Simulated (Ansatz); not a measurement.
Fields on a plane of Ce (fcc, Cu type)

```xyz
1
Lattice="0.0000 2.3658 2.3658 2.3658 0.0000 2.3658 2.3658 2.3658 0.0000" Properties=species:S:1:pos:R:3 pbc="T T T"
Ce     0.0000     0.0000     0.0000
```

The slice is a {111} plane (indices of the conventional cell) through the point (0.000, 0.000, 0.000) (fractional), spanned by u = [100] and v = [-1 2 0] in vectors of this cell: u (3.35 Å) and v (5.80 Å, at 90° to u). It covers one period; positions are fractions (u, v).

Atoms on it: Ce at (0.00, 0.00); Ce at (0.50, 0.50).

Calculation: PBE (plane waves to 420 eV, PAW, scalar-relativistic; Ansatz, a quantum-chemistry and plane-wave program). k mesh 17×17×17. Inside the PAW spheres the values are not all-electron values, and peaks at nuclei hang on which shells count as valence. Ce is run without spin polarisation. Ce was relaxed with its symmetry unable to fall. The PAW data are Ansatz's earlier set. The relaxed volume of Ce is well below the measured one. The filling of the f shell was not checked against other fillings, so treat energies with care.

| v \ u | 0.00 | 0.08 | 0.17 | 0.25 | 0.33 | 0.42 | 0.50 | 0.58 | 0.67 | 0.75 | 0.83 | 0.92 |
|---|---|---|---|---|---|---|---|---|---|---|---|---|
| 0.90 | 0.77 | 0.77 | 0.78 | 0.67 | 0.35 | 0.20 | 0.21 | 0.20 | 0.35 | 0.67 | 0.78 | 0.77 |
| 0.75 | 0.23 | 0.19 | 0.13 | 0.10 | 0.13 | 0.19 | 0.23 | 0.19 | 0.13 | 0.10 | 0.13 | 0.19 |
| 0.60 | 0.21 | 0.20 | 0.35 | 0.67 | 0.78 | 0.77 | 0.77 | 0.77 | 0.78 | 0.67 | 0.35 | 0.20 |
| 0.45 | 0.13 | 0.17 | 0.46 | 0.76 | 0.79 | x | x | x | 0.79 | 0.76 | 0.46 | 0.17 |
| 0.30 | 0.27 | 0.23 | 0.15 | 0.15 | 0.24 | 0.41 | 0.49 | 0.41 | 0.24 | 0.15 | 0.15 | 0.23 |
| 0.15 | 0.78 | 0.73 | 0.59 | 0.38 | 0.22 | 0.24 | 0.30 | 0.24 | 0.22 | 0.37 | 0.59 | 0.73 |
| 0.00 | x | x | 0.73 | 0.75 | 0.47 | 0.16 | 0.10 | 0.16 | 0.47 | 0.75 | 0.73 | x |

Values: electron localisation function (ELF). Points within 0.5 Å of a nucleus are blanked (x), as the pseudised field means little there.

```
|xxxx +#+ xxx|
|xxx .#@#. xx|
|xx  +@@@+  x|
|  :+#@@@#+: |
|**###***###*|
|@@#+:   :+#@|
|@@+  xxx  +@|
|@#. xxxxx .#|
|#+ xxxxxxx +|
|#= xxxxxxx =|
|#+ xxxxxxx +|
|@#. xxxxx .#|
|@@+  xxx  +@|
|@@#+:   :+#@|
|**###***###*|
|  :+#@@@#+: |
|xx  +@@@+  x|
|xxx .#@#. xx|
|xxxx +#+ xxx|
|xxxx =#= xxx|
```
Scale: ten equal steps from 0.00 (start of ' ') to 8.35 (end of '@'), in the order ' .:-=+*#%@'. Values: electrostatic potential energy of an electron, from the cell's mean, in eV. The map has 12 points along u (one character each, u = 0 at the left) and 20 along v (v = 0 in the bottom row). Points within 1 Å of a nucleus are blanked (x), as the pseudised field means little there. Values under 0 eV are set to 0. The zero, the cell's mean, hangs on the PAW cores.

The density on the Ce–Ce line (3.35 Å) at its midpoint comes out as 0.16 e/Å³ and the ELF at that point is 0.10.
